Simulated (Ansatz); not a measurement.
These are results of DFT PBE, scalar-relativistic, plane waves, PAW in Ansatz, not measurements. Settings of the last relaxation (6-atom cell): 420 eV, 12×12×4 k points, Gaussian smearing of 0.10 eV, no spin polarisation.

The zero of energy is the elements' standard structures at the same level (F₂ as a molecule); no fitted shifts are applied.

Task: Give a relaxed trial structure of a tetragonal metal made of F, Hf and Lu, with a formation energy near −0.28 eV/atom and a density near 10.86 g/cm³, in a cell of 6 atoms.

Result: Lu₃Hf₂F, space group P4/mmm (No. 123). Lu on a site of symmetry 4mm has 4 Hf at 3.19 Å, 4 Lu at 3.24 Å, 4 Lu at 3.54 Å and 1 F at 3.87 Å; Lu on a site of symmetry 4/mmm has 4 Lu at 3.24 Å and 8 Lu at 3.54 Å; Hf is surrounded by 4 F at 2.82 Å, 4 Lu at 3.19 Å and 5 Hf at 3.24–3.31 Å; around F lie 8 Hf at 2.82 Å, 4 F at 3.24 Å and 2 Lu at 3.87 Å.

```xyz
6
Lattice="3.2374 0.0000 0.0000 0.0000 3.2374 0.0000 0.0000 0.0000 13.1427" Properties=species:S:1:pos:R:3 pbc="T T T"
Lu    0.0000    0.0000    9.2721
Lu    0.0000    0.0000    3.8706
Lu    1.6187    1.6187    6.5713
Hf    1.6187    1.6187   11.4887
Hf    1.6187    1.6187    1.6539
F     0.0000    0.0000    0.0000
```

* Volume per atom: 22.96 Å³
* Density: 10.86 g/cm³
* Energy over the elements: −0.28 eV/atom
* Gap on the 12×12×4 mesh of the 6-atom cell: 0 eV (a metal)

The cell was found from a structure generator's guess, not taken from experiment. The answer needn't be unique; the calculation gave this one.

Spin–orbit coupling, which can matter for Hf, is left out. Symmetry constrained the relaxation, so the result can be a saddle point. Another cell of Lu3Hf2F relaxed alike, in R-3m, lies 59 meV/atom lower, so this cell isn't the stable form at this level.
